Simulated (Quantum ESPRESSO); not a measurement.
Mo3GaTi3Mg, a curve over strain

A calculation, not a measurement. The program is pw.x of Quantum ESPRESSO 7.5 (plane-wave density functional theory). The cell is made up: eight metal atoms on a hexagonal close-packed lattice, with elements, volume, strain and displacements drawn at random and not relaxed, so it may be unstable or far from any real phase. PseudoDojo standard norm-conserving files set the functional (PBE unless stated); there is no spin polarisation or spin-orbit coupling, the Fermi-Dirac width of 0.25 eV means electrons at about 2900 K, and the masses in the input are unused placeholders. A spin test at this wide smearing found no moment, but such smearing suppresses magnetism that the real alloy may have.

Seven runs add a strain to one cell (shear xy, as the tensor component); the atoms follow the cell and are not relaxed. Stress in the table is positive in tension.

Input of the run at +0.0028:

```
&control calculation='scf', pseudo_dir='./dojo.nc.sr.pbe.v0_5.standard.upf', outdir='./o', disk_io='minimal', tprnfor=.true., tstress=.true. /
&system ibrav=0, nat=8, ntyp=4, nbnd=67, ecutwfc=84.00895049, nosym=.true., tot_charge=0,
 occupations='smearing', smearing='fd', degauss=0.0183746611
/
&electrons conv_thr=1.470e-08, electron_maxstep=70, mixing_beta=0.5 /
ATOMIC_SPECIES
Ga 1.0 Ga.upf
Mg 1.0 Mg.upf
Mo 1.0 Mo.upf
Ti 1.0 Ti.upf
CELL_PARAMETERS angstrom
2.8427 0.008 0.0
1.4145 -2.4579 -4.6589
1.4421 7.3896 -4.6589
ATOMIC_POSITIONS angstrom
Mo -0.0016 -0.073 0.0332
Mo 1.501 2.4678 -4.7739
Mo 1.4435 -0.8067 -2.346
Ga 2.8618 1.6112 -6.9644
Ti 2.8514 4.9543 -4.6775
Mg 2.9105 0.0174 -4.6693
Ti 2.8265 1.6182 -2.2973
Ti 4.3536 4.0705 -7.0399
K_POINTS automatic
8 5 3 1 1 1
```

| added strain | free energy less that of the input shown (eV) | stress xx (GPa) | stress yy (GPa) | stress zz (GPa) | stress xy (GPa) | pressure (GPa) | iterations |
| --- | --- | --- | --- | --- | --- | --- | --- |
| -0.0249 | -0.0158 | -2.25 | -2.37 | -5.24 | -0.04 | 3.29 | 22 |
| -0.0100 | -0.0117 | -2.24 | -2.27 | -5.20 | 0.43 | 3.24 | 22 |
| -0.0068 | -0.0092 | -2.24 | -2.27 | -5.20 | 0.51 | 3.24 | 22 |
| +0.0028 | 0.0000 | -2.27 | -2.34 | -5.17 | 0.69 | 3.26 | 22 |
| +0.0098 | 0.0088 | -2.30 | -2.44 | -5.16 | 0.81 | 3.30 | 22 |
| +0.0160 | 0.0179 | -2.33 | -2.57 | -5.14 | 0.93 | 3.35 | 22 |
| +0.0233 | 0.0305 | -2.37 | -2.76 | -5.13 | 1.10 | 3.42 | 22 |

A cubic fit gives a slope of stress xy against the added strain of 18 GPa at zero added strain, with the atoms clamped. Across the table the energy follows the integral of volume times stress to 0.2 meV. A rerun of one of the cells at a higher cutoff and on a denser mesh moved values by no more than 0.004 eV in energy, 0.03 GPa in stress and 0.007 eV/Å in force, and a second program with other atomic files agreed on that cell to 2 % rms in force and 0.5 GPa in pressure.